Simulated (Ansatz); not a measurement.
The cell comes from COD entry 9008512, which wasn't checked; take it as a given geometry. The listed cell was then made from it by scaling, straining or moving an atom.

Re: DFT, LDA, all-electron LAPW, scalar-relativistic (Ansatz 0.2.0).

The relaxation starts from this cell:

```
CELL_PARAMETERS angstrom
2.76080 0.00000 0.00000
-1.38040 2.39092 0.00000
0.00000 0.00000 4.45820
ATOMIC_POSITIONS crystal
Re 0.31729 0.66225 0.27095
Re 0.66033 0.32992 0.75463
```

Output:

```
The last accepted step is kept in <dir> (removed where the run ends without a failure and the disk answers)
LAPW: plane waves up to 9.251 Å⁻¹, error target 1.0e-3 eV per atom; small_component_spin mean_spin; Re in spheres of 1.294 Å, 45 of its electrons in bands, Dirac shells []
Engine: ansatz 0.2.0
Pseudopotentials: kind: all_electron
Pseudopotential: Re, LAPW, valence charge 45, Koelling and Harmon's equation, gaussian nucleus
Functional definition: SPW92
  exchange = slater_x
  correlation = pw_c
Crystal: 2 atoms, lattice volume = 29.428 Å³
Basis set: ecut = 326.0730417885523 eV, 391 PW (Γ), exchange–correlation at level 2
Bands: 54, of which v1, the nominal top of the filled ones, is band 45 counted from 1 (44 counted from 0)
Symmetry: 2 space group operations
Space group: P-1 (ITA 2), of the structure as read, at distance tolerance 3.1e-5 Å
k-points: 203 of 405
Non-local potential: Re, projectors of the file, none
Initial density: superposition of atomic densities (chi_scale 0.1, normalization cell)
Initial wavefunctions: plane waves of lowest kinetic energy (no species holds an atomic orbital)
Functional: x = slater, c = lda
iter 1 solved again at ethr=3.26e-4 eV; its pass at ethr=1.00e-1 eV (dr2=2.93e-1 eV) is discarded
SCF iter   1: F=—  HF=-907785.813975 eV  |F-HF|=—  |Δ(HF+E_count)|=         —  Δρ=3.80e-2  dr2=2.94e-1  ethr=3.26e-4  ⟨swp⟩=2.9  Hψ=65744  notcnv=0
preconditioner: auto → Kerker (q_TF=auto, 3.287 Å⁻¹)  [metal: Δε(μ)=0.004 eV  Ē_g=36.675 eV  σ=0.050 eV  W_gap=0.02  n_scr=22 (ndim 8)  ℏωp=50.3 eV  f_vac=0.000  D(μ)=2.16/eV (n_scr^D=22)]
SCF iter   2: F=—  HF=-907785.434383 eV  |F-HF|=—  |Δ(HF+E_count)|=   3.80e-1  Δρ=1.76e-2  dr2=9.85e-2  ethr=3.26e-4  ⟨swp⟩=2.0  Hψ=33906  notcnv=0
SCF iter   3: F=—  HF=-907785.405258 eV  |F-HF|=—  |Δ(HF+E_count)|=   2.91e-2  Δρ=1.13e-2  dr2=4.59e-2  ethr=1.09e-4  ⟨swp⟩=2.0  Hψ=32118  notcnv=0
SCF iter   4: F=—  HF=-907785.396136 eV  |F-HF|=—  |Δ(HF+E_count)|=         —  Δρ=6.16e-3  dr2=1.66e-2  ethr=5.10e-5  ⟨swp⟩=2.0  Hψ=31883  notcnv=0
the basis was enlarged: its passes take 90.6 KiB over the memory plan, 1 of 1 planned eigensolver slots
iter 5 solved again at ethr=5.46e-7 eV; its pass at ethr=1.85e-5 eV (dr2=4.92e-4 eV) is discarded
SCF iter   5: F=—  HF=-907785.394292 eV  |F-HF|=—  |Δ(HF+E_count)|=   1.84e-3  Δρ=1.32e-3  dr2=4.92e-4  ethr=5.46e-7  ⟨swp⟩=2.0  Hψ=54372  notcnv=0
SCF iter   6: F=—  HF=-907785.394275 eV  |F-HF|=—  |Δ(HF+E_count)|=   1.74e-5  Δρ=3.99e-4  dr2=4.23e-5  ethr=5.46e-7  ⟨swp⟩=2.0  Hψ=32120  notcnv=0
SCF iter   7: F=—  HF=-907785.394258 eV  |F-HF|=—  |Δ(HF+E_count)|=   1.72e-5  Δρ=2.39e-4  dr2=1.61e-5  ethr=4.70e-8  ⟨swp⟩=2.0  Hψ=32120  notcnv=0
SCF iter   8: F=—  HF=-907785.394254 eV  |F-HF|=—  |Δ(HF+E_count)|=   3.33e-6  Δρ=5.37e-5  dr2=1.01e-6  ethr=1.79e-8  ⟨swp⟩=2.0  Hψ=32120  notcnv=0
SCF iter   9: F=-907785.394254 eV  HF=-907785.394254 eV  |F-HF|=6.85e-8  |Δ(HF+E_count)|=   1.43e-7  Δρ=1.41e-5  dr2=8.97e-8  ethr=1.12e-9  ⟨swp⟩=2.0  Hψ=32120  notcnv=0
SCF 1 converged in 9 iterations: F = -907785.394254 eV  dr2 = 8.97e-8
relax step   1: F+E_penalty+E_count = -907785.39425413 eV  Δ(F+E_penalty+E_count) = +0.000e0 eV  max|allowed force component| = 2.886e-1 eV/Å  Δτ_max = 0.0000 Å  P = -9.078 GPa  Ω = 29.428 Å³  (9 SCF iters, accepted)
Crystal: 2 atoms, lattice volume = 26.870 Å³
Basis set: ecut = 346.45085971022206 eV, 391 PW (Γ), exchange–correlation at level 2
Initial density: handed on by an earlier stage of this run
Initial wavefunctions: those handed on with the density
iter 1 solved again at ethr=2.18e-4 eV; its pass at ethr=1.00e-1 eV (dr2=1.96e-1 eV) is discarded
SCF iter   1: F=—  HF=-907785.323458 eV  |F-HF|=—  |Δ(HF+E_count)|=         —  Δρ=1.48e-2  dr2=1.96e-1  ethr=2.18e-4  ⟨swp⟩=3.0  Hψ=55523  notcnv=0
preconditioner: auto → Kerker (q_TF=auto, 3.337 Å⁻¹)  [metal: Δε(μ)=0.014 eV  Ē_g=38.141 eV  σ=0.050 eV  W_gap=0.07  n_scr=22 (ndim 8)  ℏωp=52.6 eV  f_vac=0.000  D(μ)=1.83/eV (n_scr^D=22)]
SCF iter   2: F=—  HF=-907785.294632 eV  |F-HF|=—  |Δ(HF+E_count)|=   2.88e-2  Δρ=1.01e-2  dr2=9.74e-2  ethr=2.17e-4  ⟨swp⟩=2.0  Hψ=31301  notcnv=0
iter 3 solved again at ethr=9.93e-6 eV; its pass at ethr=1.08e-4 eV (dr2=8.94e-3 eV) is discarded
SCF iter   3: F=—  HF=-907785.272600 eV  |F-HF|=—  |Δ(HF+E_count)|=   2.20e-2  Δρ=2.91e-3  dr2=8.95e-3  ethr=9.93e-6  ⟨swp⟩=2.0  Hψ=54896  notcnv=0
SCF iter   4: F=—  HF=-907785.271342 eV  |F-HF|=—  |Δ(HF+E_count)|=   1.26e-3  Δρ=9.12e-4  dr2=5.48e-4  ethr=9.93e-6  ⟨swp⟩=2.0  Hψ=32078  notcnv=0
SCF iter   5: F=—  HF=-907785.269556 eV  |F-HF|=—  |Δ(HF+E_count)|=   1.79e-3  Δρ=4.83e-4  dr2=5.16e-5  ethr=6.09e-7  ⟨swp⟩=2.0  Hψ=32136  notcnv=0
SCF iter   6: F=—  HF=-907785.269528 eV  |F-HF|=—  |Δ(HF+E_count)|=   2.75e-5  Δρ=2.56e-4  dr2=1.65e-5  ethr=5.74e-8  ⟨swp⟩=2.0  Hψ=32135  notcnv=0
SCF iter   7: F=—  HF=-907785.269523 eV  |F-HF|=—  |Δ(HF+E_count)|=   4.90e-6  Δρ=3.17e-5  dr2=2.18e-7  ethr=1.83e-8  ⟨swp⟩=2.0  Hψ=32136  notcnv=0
SCF iter   8: F=-907785.269523 eV  HF=-907785.269523 eV  |F-HF|=5.70e-9  |Δ(HF+E_count)|=   8.59e-8  Δρ=1.42e-5  dr2=2.60e-8  ethr=2.42e-10  ⟨swp⟩=2.1  Hψ=32151  notcnv=0
SCF 2 converged in 8 iterations: F = -907785.269523 eV  dr2 = 2.60e-8
relax step   2: F+E_penalty+E_count = -907785.26952334 eV  Δ(F+E_penalty+E_count) = +1.247e-1 eV  max|allowed force component| = 6.932e-2 eV/Å  Δτ_max = 0.0381 Å  P = +30.129 GPa  Ω = 26.870 Å³  (8 SCF iters, rejected (line search))
Crystal: 2 atoms, lattice volume = 28.735 Å³
Basis set: ecut = 331.29549191589655 eV, 391 PW (Γ), exchange–correlation at level 2
iter 1 solved again at ethr=8.06e-5 eV; its pass at ethr=1.00e-1 eV (dr2=7.25e-2 eV) is discarded
SCF iter   1: F=—  HF=-907785.444135 eV  |F-HF|=—  |Δ(HF+E_count)|=         —  Δρ=8.56e-3  dr2=7.22e-2  ethr=8.06e-5  ⟨swp⟩=3.1  Hψ=55388  notcnv=0
preconditioner: auto → Kerker (q_TF=auto, 3.300 Å⁻¹)  [metal: Δε(μ)=0.004 eV  Ē_g=37.536 eV  σ=0.050 eV  W_gap=0.02  n_scr=22 (ndim 8)  ℏωp=50.9 eV  f_vac=0.000  D(μ)=2.39/eV (n_scr^D=22)]
SCF iter   2: F=—  HF=-907785.433247 eV  |F-HF|=—  |Δ(HF+E_count)|=   1.09e-2  Δρ=5.82e-3  dr2=3.65e-2  ethr=8.02e-5  ⟨swp⟩=2.0  Hψ=31307  notcnv=0
SCF iter   3: F=—  HF=-907785.425377 eV  |F-HF|=—  |Δ(HF+E_count)|=   7.87e-3  Δρ=1.87e-3  dr2=4.04e-3  ethr=4.06e-5  ⟨swp⟩=2.0  Hψ=31410  notcnv=0
iter 4 solved again at ethr=3.76e-7 eV; its pass at ethr=4.49e-6 eV (dr2=3.38e-4 eV) is discarded
SCF iter   4: F=—  HF=-907785.424572 eV  |F-HF|=—  |Δ(HF+E_count)|=   8.05e-4  Δρ=6.20e-4  dr2=3.39e-4  ethr=3.76e-7  ⟨swp⟩=2.0  Hψ=54496  notcnv=0
SCF iter   5: F=—  HF=-907785.423957 eV  |F-HF|=—  |Δ(HF+E_count)|=   6.15e-4  Δρ=3.03e-4  dr2=2.35e-5  ethr=3.76e-7  ⟨swp⟩=2.0  Hψ=32121  notcnv=0
SCF iter   6: F=—  HF=-907785.423940 eV  |F-HF|=—  |Δ(HF+E_count)|=   1.65e-5  Δρ=1.63e-4  dr2=7.35e-6  ethr=2.61e-8  ⟨swp⟩=2.0  Hψ=32120  notcnv=0
SCF iter   7: F=—  HF=-907785.423938 eV  |F-HF|=—  |Δ(HF+E_count)|=   2.11e-6  Δρ=2.26e-5  dr2=1.31e-7  ethr=8.17e-9  ⟨swp⟩=2.0  Hψ=32120  notcnv=0
SCF iter   8: F=-907785.423938 eV  HF=-907785.423938 eV  |F-HF|=5.12e-9  |Δ(HF+E_count)|=   2.40e-8  Δρ=9.73e-6  dr2=1.43e-8  ethr=1.46e-10  ⟨swp⟩=2.0  Hψ=32122  notcnv=0
SCF 3 converged in 8 iterations: F = -907785.423938 eV  dr2 = 1.43e-8
relax step   3: F+E_penalty+E_count = -907785.42393812 eV  Δ(F+E_penalty+E_count) = -2.968e-2 eV  max|allowed force component| = 2.624e-1 eV/Å  Δτ_max = 0.0151 Å  P = -0.548 GPa  Ω = 28.735 Å³  (8 SCF iters, accepted)
Crystal: 2 atoms, lattice volume = 28.668 Å³
Basis set: ecut = 331.80944277749114 eV, 391 PW (Γ), exchange–correlation at level 2
iter 1 solved again at ethr=1.10e-4 eV; its pass at ethr=1.00e-1 eV (dr2=9.92e-2 eV) is discarded
SCF iter   1: F=—  HF=-907785.455825 eV  |F-HF|=—  |Δ(HF+E_count)|=         —  Δρ=9.69e-3  dr2=9.88e-2  ethr=1.10e-4  ⟨swp⟩=2.2  Hψ=54119  notcnv=0
preconditioner: auto → Kerker (q_TF=auto, 3.301 Å⁻¹)  [metal: Δε(μ)=0.003 eV  Ē_g=37.580 eV  σ=0.050 eV  W_gap=0.02  n_scr=22 (ndim 8)  ℏωp=51.0 eV  f_vac=0.000  D(μ)=2.38/eV (n_scr^D=22)]
SCF iter   2: F=—  HF=-907785.443082 eV  |F-HF|=—  |Δ(HF+E_count)|=   1.27e-2  Δρ=6.70e-3  dr2=4.99e-2  ethr=1.10e-4  ⟨swp⟩=2.0  Hψ=31325  notcnv=0
iter 3 solved again at ethr=3.75e-6 eV; its pass at ethr=5.54e-5 eV (dr2=3.38e-3 eV) is discarded
SCF iter   3: F=—  HF=-907785.431353 eV  |F-HF|=—  |Δ(HF+E_count)|=   1.17e-2  Δρ=1.65e-3  dr2=3.38e-3  ethr=3.75e-6  ⟨swp⟩=2.0  Hψ=54101  notcnv=0
SCF iter   4: F=—  HF=-907785.430532 eV  |F-HF|=—  |Δ(HF+E_count)|=   8.21e-4  Δρ=3.57e-4  dr2=2.97e-5  ethr=3.75e-6  ⟨swp⟩=2.0  Hψ=31970  notcnv=0
SCF iter   5: F=—  HF=-907785.430519 eV  |F-HF|=—  |Δ(HF+E_count)|=   1.30e-5  Δρ=1.45e-4  dr2=1.07e-5  ethr=3.30e-8  ⟨swp⟩=2.1  Hψ=32151  notcnv=0
SCF iter   6: F=—  HF=-907785.430516 eV  |F-HF|=—  |Δ(HF+E_count)|=   3.53e-6  Δρ=6.30e-5  dr2=1.31e-6  ethr=1.18e-8  ⟨swp⟩=2.0  Hψ=32129  notcnv=0
SCF iter   7: F=—  HF=-907785.430516 eV  |F-HF|=—  |Δ(HF+E_count)|=   5.94e-8  Δρ=1.60e-5  dr2=6.56e-8  ethr=1.46e-9  ⟨swp⟩=2.0  Hψ=32133  notcnv=0
SCF iter   8: F=-907785.430515 eV  HF=-907785.430515 eV  |F-HF|=3.03e-9  |Δ(HF+E_count)|=   4.62e-7  Δρ=8.08e-6  dr2=1.03e-8  ethr=7.29e-11  ⟨swp⟩=2.1  Hψ=32144  notcnv=0
SCF 4 converged in 8 iterations: F = -907785.430515 eV  dr2 = 1.03e-8
relax step   4: F+E_penalty+E_count = -907785.43051536 eV  Δ(F+E_penalty+E_count) = -6.577e-3 eV  max|allowed force component| = 1.932e-3 eV/Å  Δτ_max = 0.0240 Å  P = +0.021 GPa  Ω = 28.668 Å³  (8 SCF iters, accepted)
Crystal: 2 atoms, lattice volume = 28.670 Å³
Basis set: ecut = 331.79749275428793 eV, 391 PW (Γ), exchange–correlation at level 2
iter 1 solved again at ethr=6.15e-9 eV; its pass at ethr=1.00e-1 eV (dr2=5.54e-6 eV) is discarded
SCF iter   1: F=—  HF=-907785.430531 eV  |F-HF|=—  |Δ(HF+E_count)|=         —  Δρ=1.25e-4  dr2=8.12e-6  ethr=6.15e-9  ⟨swp⟩=4.4  Hψ=58017  notcnv=0
preconditioner: auto → Kerker (q_TF=auto, 3.301 Å⁻¹)  [metal: Δε(μ)=0.037 eV  Ē_g=37.579 eV  σ=0.050 eV  W_gap=0.18  n_scr=22 (ndim 8)  ℏωp=51.0 eV  f_vac=0.000  D(μ)=2.38/eV (n_scr^D=22)]
SCF iter   2: F=—  HF=-907785.430529 eV  |F-HF|=—  |Δ(HF+E_count)|=   1.69e-6  Δρ=8.03e-5  dr2=3.78e-6  ethr=6.15e-9  ⟨swp⟩=2.0  Hψ=32129  notcnv=0
iter 3 solved again at ethr=4.19e-10 eV; its pass at ethr=4.20e-9 eV (dr2=3.77e-7 eV) is discarded
SCF iter   3: F=—  HF=-907785.430528 eV  |F-HF|=—  |Δ(HF+E_count)|=   1.07e-6  Δρ=2.22e-5  dr2=3.77e-7  ethr=4.19e-10  ⟨swp⟩=2.0  Hψ=54514  notcnv=0
SCF iter   4: F=-907785.430528 eV  HF=-907785.430528 eV  |F-HF|=4.12e-8  |Δ(HF+E_count)|=   7.43e-8  Δρ=3.56e-6  dr2=5.22e-9  ethr=4.19e-10  ⟨swp⟩=2.0  Hψ=32129  notcnv=0
SCF 5 converged in 4 iterations: F = -907785.430528 eV  dr2 = 5.22e-9
relax step   5: F+E_penalty+E_count = -907785.43052799 eV  Δ(F+E_penalty+E_count) = -1.263e-5 eV  max|allowed force component| = 3.181e-4 eV/Å  Δτ_max = 0.0002 Å  P = +0.000 GPa  Ω = 28.670 Å³  (4 SCF iters, accepted)
iter 1 solved again at ethr=8.51e-12 eV; its pass at ethr=1.00e-1 eV (dr2=7.66e-9 eV) is discarded
SCF iter   1: F=—  HF=-907785.430525 eV  |F-HF|=—  |Δ(HF+E_count)|=         —  Δρ=3.48e-6  dr2=5.19e-9  ethr=2.06e-11 (applied; sched 8.51e-12)  ⟨swp⟩=6.5  Hψ=75835  notcnv=0  reapply=41
preconditioner: auto → Kerker (q_TF=auto, 3.301 Å⁻¹)  [metal: Δε(μ)=0.036 eV  Ē_g=37.578 eV  σ=0.050 eV  W_gap=0.18  n_scr=22 (ndim 8)  ℏωp=51.0 eV  f_vac=0.000  D(μ)=2.38/eV (n_scr^D=22)]
SCF iter   2: F=-907785.430525 eV  HF=-907785.430525 eV  |F-HF|=5.94e-9  |Δ(HF+E_count)|=   2.58e-8  Δρ=2.39e-6  dr2=2.91e-9  ethr=1.46e-11 (applied; sched 5.77e-12)  ⟨swp⟩=2.0  Hψ=32129  notcnv=0
SCF 6 converged in 2 iterations: F = -907785.430525 eV  dr2 = 2.91e-9
relax step   6: F+E_penalty+E_count = -907785.43052507 eV  Δ(F+E_penalty+E_count) = +2.914e-6 eV  max|allowed force component| = 2.821e-4 eV/Å  Δτ_max = 0.0000 Å  P = +0.001 GPa  Ω = 28.670 Å³  stress off target by 2.46e-2 GPa  SCF on the basis re-selected at this cell (its energy is not comparable with the rows above)  (2 SCF iters)
basis re-selected at this cell: Δ(F+E_penalty+E_count) = +2.914e-6 eV, ΔP = +0.000 GPa vs the last step (what re-selecting the basis moved, after the strain that the cell walked since its last selection, with what the two solves' SCF thresholds leave and, on support functions, any second-order correction that the steps lacked; it is no measure of the basis error at this ecutwfc). This SCF's stress stands 2.46e-2 GPa from its target on what of the cell is left free (relax.cell.stress_tol is 5.00e-2 GPa) and its largest allowed force component is 2.82e-4 eV/Å (relax.f_tol is 1.00e-2 eV/Å): within both
SCF converged after 2 iterations
Free energy (F): -907785.430525 eV
Harris-Foulkes:  -907785.430525 eV  (|F-HF|=5.94e-9)
Internal energy: -907785.412439 eV  (E = F + TS)
E sigma→0 (E₀):  -907785.421482 eV
Entropy (-TS):   -0.018086 eV (-9.043 meV/atom)
Fermi energy:    31.334575 eV
--- Per-component energies (eV) ---
  E_band       = -9333.009625
  E_kinetic    = 1019820.837710
  E_xc         = -17566.530570
  E_electrostatic = -1910039.719578  (all electrons and nuclei)
  E_smearing   = -0.018086  (= −TS)
  E_closure    = 0.000000  (closes the sum)
  E_atoms      = -907759.614725  (free atoms, spherical and without spin; not in F)
  Σ components = -907785.430525   (vs F -907785.430525, Δ=0.00e0)
  Basis errors (estimates in eV, not in F): energy 2.6e-4 per atom: plane waves 2.6e-4 (1.3e-4 summed), levels above the bands 5.1e-119, relativity 1.6e-8, radial functions 5.0e-6, core shells 1.0e-7; eigenvalues (radial functions only) 1.4e-6; not estimated: angular momenta, meshes, grids; target (lapw.basis_error) 1.0e-3; muffin-tin radii Re 1.283 Å
--- Forces (eV/Å), atoms counted from 1 ---
  atom   1  Re     0.00001851     0.00003476    -0.00028212
  atom   2  Re    -0.00001851    -0.00003476     0.00028212
  max |Σ_I F_I| component: 0.00e0 eV/Å
--- Stress (GPa, compression-positive) ---
       -0.012224      -0.003612      -0.003851
       -0.003612      -0.010417      -0.000753
       -0.003851      -0.000753       0.024183
  P = ⅓ Tr σ = 0.0005 GPa (0.005 kbar)
--- Relaxed structure (5 steps of the walk, 4 accepted, 1 SCFs on fresh bases) ---
  F+E_penalty+E_count = -907785.43052507 eV   max|allowed force component| = 2.821e-4 eV/Å   (the final SCF, on the basis selected at the relaxed cell)
  cell:  # Å, volume = 28.6697 Å³
    - [2.7409325243936515, 2.518325641878884e-5, 2.997597435159897e-5]
    - [-1.3704444528570168, 2.373692793805472, -9.91183919797126e-6]
    - [4.8405856582982654e-5, 9.465166185562073e-6, 4.406538864232363]
  atoms:
    - { symbol: Re, position: [0.32213920031377313, 0.6627485953040169, 0.26279181282628455] }
    - { symbol: Re, position: [0.655479639686227, 0.32942013469598336, 0.7627859871737156] }
```
